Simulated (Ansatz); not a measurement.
Consider the following.

BaNiF6:
```yaml
crystal:
  lattice:
    - [3.65992, 2.11306, 2.32180]
    - [-3.65992, 2.11306, 2.32180]
    - [0.00000, -4.22611, 2.32180]
  atoms:
    - { symbol: Ba, position: [0.50000, 0.50000, 0.50000] }
    - { symbol: Ni, position: [0.00000, 0.00000, 0.00000] }
    - { symbol: F, position: [0.73563, 0.73563, 0.07337] }
    - { symbol: F, position: [0.26437, 0.26437, 0.92663] }
    - { symbol: F, position: [0.07337, 0.73563, 0.73563] }
    - { symbol: F, position: [0.92663, 0.26437, 0.26437] }
    - { symbol: F, position: [0.73563, 0.07337, 0.73563] }
    - { symbol: F, position: [0.26437, 0.92663, 0.26437] }
```

This is the r²SCAN-relaxed structure. Tensor components refer to the Cartesian frame of this cell.

Task: All from plane-wave PAW r²SCAN (Ansatz code), unless another level is named. Estimate the electron effective mass, band 1 of 2 at the edge.

Result: 5.3 along x, 1.9 along z (mₑ).

Task: What about the HSE06 gap on the r²SCAN cell?

Result: 4.07 eV.

Task: And the hole effective mass?

Result: 3.4, 3.7, 13 mₑ (principal values).

Task: And the band gap?

Result: 2.20 eV (smallest direct gap 2.22 eV).

Task: Give the conduction-band minimum.

Result: at Γ.

Space group R-3m. The first step of the workflow began from a Materials Project structure, measured or hypothetical; the Crystallography Open Database copy checked does not list it. Whether it is the stable phase at ambient conditions was not checked. The cell was relaxed with r²SCAN under the symmetry of its start; whether a distortion lowers the energy is not shown. The run is not spin-polarised. No Hubbard U is applied. Spin–orbit coupling is left out wherever it is not named.

Potentials: the later of the program's two PAW sets.
